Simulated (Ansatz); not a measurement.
Given:

Cu (fcc (Cu type), space group No. 225), a = b = c = 3.579 Å, α = β = γ = 90.00°; the cell used has 1 atom.

This is the r²SCAN-relaxed structure.

**Question.** All from DFT-r²SCAN in the program Ansatz with PAW potentials, unless another level is named. Give the bulk modulus (Birch–Murnaghan fit).

**Answer.** 163 GPa.

**Question.** Give the elastic constants (relaxed ions, GPa).

**Answer.** C11 = 202, C12 = 144, C44 = 91.4.

Space group Fm-3m (fcc (Cu type)). The cell was relaxed with r²SCAN under the symmetry of its start. The run is not spin-polarised. As this level gives no gap, shear constants depend on the k-mesh and smearing (Fermi–Dirac, 0.1 eV here).

Potentials: the earlier of the program's two PAW sets.
